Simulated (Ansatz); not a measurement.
TePb₂S:
```cif
data_Pb2STe
_chemical_formula_sum 'Te1 Pb2 S1'
_space_group_name_H-M_alt 'P 1'
_space_group_IT_number 1
_cell_length_a 4.38972
_cell_length_b 4.38972
_cell_length_c 6.21042
_cell_angle_alpha 90.000
_cell_angle_beta 90.000
_cell_angle_gamma 90.000
loop_
_space_group_symop_operation_xyz
  'x, y, z'
loop_
_atom_site_label
_atom_site_type_symbol
_atom_site_fract_x
_atom_site_fract_y
_atom_site_fract_z
_atom_site_occupancy
Te1 Te 0.50000 0.50000 0.00000 1
Pb1 Pb 0.00000 0.00000 0.00000 1
Pb2 Pb 0.50000 0.50000 0.50000 1
S1 S 0.00000 0.00000 0.50000 1
```

Relaxed with PBEsol. Plane-wave PAW PBEsol (Ansatz code) gives no gap.

Problem. What gap does HSE06 give on the same cell (Ansatz, PAW)?

Solution. 0.27 eV. The hybrid was solved on a coarser mesh and at special points; its gap is the smallest among all of these. On such a mesh it can open a false gap in a semimetal.

| k | v1 PBEsol | c1 PBEsol | v1 HSE06 | c1 HSE06 |
|---|---|---|---|---|
| Γ | -1.77 | 3.30 | ? | ? |
| Z | -1.53 | 2.17 | ? | ? |
| M | -2.97 | 3.36 | -3.56 | 3.77 |
| A | -0.34 | 1.65 | ? | ? |
| R | -0.05 | 0.09 | 0.00 | 0.27 |
| X | -0.61 | 1.41 | ? | ? |

Problem. Top valence (v1) and lowest conduction level (c1) in eV from each method's valence maximum (which need not be a listed point): supply the withheld HSE06 values.

Solution. 
- Γ, v1 HSE06: -2.24
- Γ, c1 HSE06: 3.68
- Z, v1 HSE06: -1.78
- Z, c1 HSE06: 2.53
- A, v1 HSE06: -0.57
- A, c1 HSE06: 2.09
- X, v1 HSE06: -0.69
- X, c1 HSE06: 1.75

Cost on shared cores: the PBEsol run (SCF on a 9×9×7 mesh, then bands and DOS) very roughly 90 core-seconds, the HSE06 run (SCF on 5×5×4, then a few points) around 6 core-minutes (rough); the tasks are unlike.

Space group P4/mmm. The workflow started from a Materials Project entry (that database holds measured and hypothetical structures alike); the Crystallography Open Database copy checked does not list it. With Te and S taken as one species the cell has the higher symmetry Fm-3m, so it may be an ordered model of a mixed-site phase. Its standing as an ambient phase is unchecked. Symmetry was held in the PBEsol relaxation. At this level the phase is dynamically unstable (imaginary phonons). Scalar-relativistic: spin–orbit coupling is off unless named, which matters more the heavier the elements.

Potentials: the later of the program's two PAW sets.
